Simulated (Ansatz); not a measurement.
A distorted cell of Si (diamond):

```
CELL_PARAMETERS angstrom
      0.00000     2.73494     2.73494
      2.73494     0.00000     2.73494
      2.73494     2.73494     0.00000
ATOMIC_POSITIONS crystal
  Si 0.50000 0.50000 0.50000
  Si 0.75000 0.75000 0.81205
```

All values below come from PBE (plane waves to 420 eV, PAW, scalar-relativistic; Ansatz, a program for electronic structure). k mesh 8×8×8 (Γ-centred), Fermi-Dirac smearing 0.05 eV. Energies are smeared free energies. Stress and pressure are positive under compression. As the smearing reaches across the gap at some points, energies and forces of such displacements shift with the k mesh and the smearing. Si was relaxed with its symmetry unable to fall. The PAW data are Ansatz's earlier set.

Predict the force on every atom, in eV/Å.


```tsv
atom	Fx	Fy	Fz
Si1	2.099	2.099	-1.021
Si2	-2.099	-2.099	1.021
```

What is the stress tensor (GPa)?


```
    1.1      2.4     -6.7
    2.4      1.1     -6.7
   -6.7     -6.7      3.2
```
The pressure, a third of the trace, is 1.8 GPa.

In it atom 2 sits (0.170, 0.170, 0.000) Å away from its relaxed site. What is its energy relative to the relaxed cell?

368 meV/cell.

(A displaced cell: forces are minus the slopes of the energy, force constants its curvatures, and phonons follow from these.)
